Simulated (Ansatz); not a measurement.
**Ta₄O: a faulty run and its cure**

Intended: Ta₄O, PBEsol, plane waves and PAW in Ansatz. The input:

```yaml
crystal:
  lattice:
    - [3.257497, 0.0, 0.0]
    - [0.0, 3.257497, 0.0]
    - [0.0, 0.0, 7.409341]
  atoms:
    - { symbol: Ta, position: [0.0, 0.0, 0.5] }
    - { symbol: Ta, position: [0.5, 0.5, 0.783158] }
    - { symbol: Ta, position: [0.5, 0.5, 0.216842] }
    - { symbol: Ta, position: [0.0, 0.0, 0.0] }
    - { symbol: O, position: [0.5, 0.5, 0.5] }
basis:
  ecutwfc: 90
kpoints:
  mp_grid: { grid: [12, 12, 6] }
hamiltonian:
  xc: pbesol
scf:
  occupations: { method: gaussian, width: 0.1 }
  max_iter: 90
output:
  forces: true
  stress: true
  eigenvalues: true
```

Command:

```bash
ansatz run input.yaml --threads 1 --pin off --max-ram 2560MiB --backend cpu --events-out ev --progress --plain --runs-dir out
```

The program printed (HF is the Harris–Foulkes energy, dr2 the density residual in eV):

```text
Pseudopotential: Ta, paw, valence charge 13, recommended cutoff 420 eV (normal)
Pseudopotential: O, paw, valence charge 6, recommended cutoff 420 eV (normal)
Crystal: 5 atoms, lattice volume = 78.623 Å³
Basis set: ecut = 90 eV, 159 PW (Γ), exchange–correlation on 24×24×48 points (8 copies of the dense FFT grid, shifted against one another)
Bands: 35, of which v1, the nominal top of the filled ones, is band 29 counted from 1 (28 counted from 0)
Symmetry: 16 space group operations
Space group: P4/mmm (ITA 123), of the structure as read, at distance tolerance 4.3e-5 Å
k-points: 112 of 864
PAW frozen core: Ta, regenerated for the run's functional, and the local potential with it (the file was generated under x = pbe(κ = 0.804, μ = 0.2195), c = pbe(β = 0.0667))
PAW frozen core: O, regenerated for the run's functional, and the local potential with it (the file was generated under x = pbe(κ = 0.804, μ = 0.2195), c = pbe(β = 0.0667))
Initial density: superposition of atomic densities, corrected by the library's trained network
SCF iter   1: HF=-39553.777372 eV  Δρ=4.36e-1  dr2=1.10e2
SCF iter   2: HF=-39510.863787 eV  Δρ=2.57e-1  dr2=3.70e1
SCF iter   3: HF=-39486.817572 eV  Δρ=3.32e-2  dr2=9.17e-1
SCF iter   4: HF=-39486.298627 eV  Δρ=3.46e-3  dr2=9.06e-3
   ...
SCF iter   8: HF=-39486.287482 eV  Δρ=8.29e-5  dr2=1.52e-5
SCF iter   9: HF=-39486.287480 eV  Δρ=1.19e-5  dr2=3.09e-7
SCF iter  10: F=-39486.287480 eV  HF=-39486.287480 eV  Δρ=1.20e-6  dr2=9.33e-10
SCF 1 converged in 10 iterations: F = -39486.287480 eV  dr2 = 9.33e-10
SCF converged after 10 iterations
Free energy (F): -39486.287480 eV
E sigma→0 (E₀):  -39486.280338 eV
Entropy (-TS):   -0.014283 eV (-2.857 meV/atom)
Fermi energy:    20.754790 eV
--- Forces (eV/Å), atoms counted from 1 ---
  atom   1  Ta    -0.00000000    -0.00000000     0.00000000
  atom   2  Ta     0.00000000     0.00000000    -5.81692024
  atom   3  Ta    -0.00000000     0.00000000     5.81692024
  atom   4  Ta    -0.00000000    -0.00000000     0.00000000
  atom   5  O     -0.00000000    -0.00000000     0.00000000
--- Stress (GPa, compression-positive) ---
       20.744599       0.000000       0.000000
        0.000000      20.744599       0.000000
        0.000000       0.000000     -21.376101
  P = ⅓ Tr σ = 6.7044 GPa (67.044 kbar)
```

Question: Which fault does the input hold?
A. A functional's name that the program doesn't know
B. A relaxation cut at too few steps
C. A Hubbard U on a species that isn't in the cell
D. Plain mixing at a large step in a long cell
E. A cutoff far under the potentials' need

Answer: E. The plane waves can't represent the pseudo-wavefunctions. The cure is the recommended cutoff.

Mended input, as a difference (which also takes the iteration limit of the reference run):

```diff
 basis:
-  ecutwfc: 90
+  ecutwfc: 420
 scf:
-  max_iter: 90
```

With the mended input the run converges and gives a largest force of 0.094 eV/Å, no gap. The faulty run's energy lay 60.22 eV per atom higher.

The mended run took 23 s on 1 thread of Arm Neoverse V1, with other jobs on the host, peak memory 0.46 GiB.